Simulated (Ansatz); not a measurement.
# A film clamped to a substrate in W3O

The calculation used Ansatz 0.2.0, DFT PBE, scalar-relativistic, plane waves, PAW. The runs took a 420 eV cutoff, a Γ-centred 8×8×8 mesh and Gaussian smearing (0.15 eV). Spin–orbit coupling is left out, which matters for the heavy elements here. No spin polarisation. Energies are free energies at this smearing, counted from the undisturbed cell; pressure is positive in compression.

The starting cell (relaxed at this level; it needn't be the usual structure):

```yaml
crystal:
  lattice:
    - [4.88450, 0.00000, 0.00000]
    - [0.00000, 4.88450, 0.00000]
    - [0.00000, 0.00000, 4.88450]
  atoms:
    - { symbol: W, position: [0.50000, 0.75000, 0.00000] }
    - { symbol: W, position: [0.00000, 0.50000, 0.75000] }
    - { symbol: W, position: [0.25000, 0.00000, 0.50000] }
    - { symbol: W, position: [0.50000, 0.25000, 0.00000] }
    - { symbol: W, position: [0.00000, 0.50000, 0.25000] }
    - { symbol: W, position: [0.75000, 0.00000, 0.50000] }
    - { symbol: O, position: [0.50000, 0.50000, 0.50000] }
    - { symbol: O, position: [0.00000, 0.00000, 0.00000] }
```

The cell (8 atoms, V0 = 116.54 Å³) is strained by p along both x and y and by q along z, fractional coordinates fixed. τp = (1/V0) ∂E/∂p = (σxx + σyy)(1 + p)(1 + q) and τq = (1/V0) ∂E/∂q = σzz(1 + p)², with tension positive.

```csv
p,q,ΔE (meV/atom),τp (GPa),τq (GPa)
0.000,0.000,0.00,0.02,0.01
-0.040,0.000,82.06,-47.16,-19.13
0.040,0.000,67.96,35.44,15.24
0.000,-0.040,25.03,-17.55,-14.49
0.000,0.040,19.08,16.57,10.00
```

Task: Get the second derivatives of the energy density.

Result: Central differences give A = ∂τp/∂p = 1033 GPa (C11 + C22 + 2 C12), C = ∂τq/∂q = 306 GPa (C33) and the cross term B = ∂τq/∂p = 430 GPa (C13 + C23); ∂τp/∂q = 427 GPa must equal B, and any difference shows higher-order terms. Steps this large leave an error of some per cent of A or C in all of these, which can swamp a small B. The ions are clamped. In a cubic crystal C11 = C = 306, C12 = B/2 = 215 GPa and A should be 2(C11 + C12) = 1042 GPa; the bulk modulus is (C11 + 2 C12)/3 = 245 GPa.

Task: A film of this crystal grows with z along the normal on a substrate that imposes p. How does its thickness respond, and what does the misfit cost?

Result: Count p and q from the stress-free cell. A free surface needs τq = 0, so q = −(B/C) p = -1.40 p. The energy density left is (A − B²/C) p²/2 = M p², with the biaxial modulus M = 215 GPa; a misfit of 1 % costs 1.95 meV/atom, against 4.69 meV/atom if the thickness were held.

Forces appear on the atoms along this scan, and letting them relax would lower the energy and soften the response. No gap shows at this level, though a semilocal functional can close a small gap that the real compound has; without a gap these slopes depend on the k mesh and the smearing.